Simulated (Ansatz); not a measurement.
Structures of Al₂Cu: which is lowest?

Plane-wave DFT in Ansatz with scalar-relativistic PAW potentials, cutoff 420 eV, Γ-centred meshes chosen by cell and gap, Gaussian smearing with energies taken to zero width. Every cell was relaxed (cell and atoms) in a run of its own, within the symmetry of its start. Functional: LDA.

Relaxed structures (starts from databases or built by putting these elements on another compound's sites):
A. Fm-3m, 3 atoms in the computed cell, a = 5.670 Å; sites (symmetry × multiplicity) Al -43m × 8, Cu m-3m × 4; start: database
B. P4/mmm, 3 atoms in the computed cell, a = 4.043 Å, c = 2.822 Å; sites (symmetry × multiplicity) Al mmm. × 2, Cu 4/mmm × 1; start: database

Q: Rank them by energy. Could pressure change the order?

A:
```csv
structure,group,E − E(lowest) (meV/atom),V (Å³/atom),gap on mesh (eV)
A,Fm-3m,0.0,15.19,0.00
B,P4/mmm,163,15.37,0.00
```

A is lowest, 163 meV/atom under B. The lowest is also the densest of these, so pressure wouldn't bring one of the others in at first order. Other structures may lie lower than all of these, and vibrations aren't counted.